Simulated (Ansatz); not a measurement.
**GeW3: from a starting cell to a relaxed one**

The relaxed structure here is a generated cell of GeW3: the first start was made by placing the elements on the sites of a structure type, and the end was not matched to a known phase here, so it may be hypothetical.

The start is a generated cell, GeW3 placed in the AFLOW prototype AB3_hP8_194_c_bf (D0_18, as in Na3As). The structure is fully relaxed (lattice and positions, P = 0) with r2SCAN (plane waves to 500 eV, PAW, scalar-relativistic; Ansatz, a program for electronic structure). First-step values are on the input's coarse k-mesh.

Ansatz input (later rounds restart from its end on a renewed k-mesh):
Ansatz 0.2 input:
```yaml
crystal:
  lattice:
    - [4.7135935, 0, 0]
    - [-2.3567967, 4.0820917, 0]
    - [0, 0, 8.3210489]
  atoms:
    - { symbol: W, position: [0, 0, 0.25] }
    - { symbol: W, position: [0, 0, 0.75] }
    - { symbol: W, position: [0.33333333, 0.66666667, 0.917] }
    - { symbol: W, position: [0.66666667, 0.33333333, 0.417] }
    - { symbol: W, position: [0.66666667, 0.33333333, 0.083] }
    - { symbol: W, position: [0.33333333, 0.66666667, 0.583] }
    - { symbol: Ge, position: [0.33333333, 0.66666667, 0.25] }
    - { symbol: Ge, position: [0.66666667, 0.33333333, 0.75] }
basis: { ecutwfc: 500, ecutrho_ratio: 4, xc_grid: 4, fft_grid_basis: typed }
kpoints: { mp_grid: { grid: [6, 6, 3] } }
hamiltonian:
  xc: r2scan
  dispersion: none
  pseudopotentials: { kind: paw }
scf: { occupations: { method: fermi_dirac, width: 0.05 } }
relax: { f_tol: 0.01, max_steps: 100, cell: { stress_tol: 0.02 } }
output: { forces: true, stress: true }
```

Task: What pressure does the first self-consistent step give?

Result: -33 GPa (negative: the cell is under tension).

Task: Which atoms feel the largest initial force, and how large is it?

Result: About 0.4 eV/Å, on W3, W4, W5, W6 (atoms numbered as listed).

Task: By how much does the energy per atom fall from start to end?

Result: 0.49 eV/atom.

Task: How does the volume per atom move from start to end?

Result: -19.5 %, from 20.01 to 16.12 Å³/atom.

Task: What band gap does the relaxed structure have at this level?

Result: Zero (metallic).

Task: What does it relax into? Give the structure.

Result: 
Space group P6₃/mmc (No. 194); a = 4.4312 Å, b = 4.4312 Å, c = 7.5835 Å, α = 90.00°, β = 90.00°, γ = 120.00°

```json
[
 {"atom": "W", "site": "2b", "symmetry": "-6m2", "x": "0.0000", "y": "0.0000", "z": "0.2500"},
 {"atom": "W", "site": "4f", "symmetry": "3m.", "x": "0.6667", "y": "0.3333", "z": "0.0750"},
 {"atom": "Ge", "site": "2c", "symmetry": "-6m2", "x": "0.3333", "y": "0.6667", "z": "0.2500"}
]
```

The space group stays P6₃/mmc (No. 194) (the run could not lower it); the end is AFLOW prototype AB3_hP8_194_c_bf (D0_18, as in Na3As), with 8 atoms in the primitive cell. Final values are on a 12×12×6 k-mesh of the relaxed cell. No spin polarisation in the result.

The run could not lose the symmetry of its start, so the end can be a saddle point.
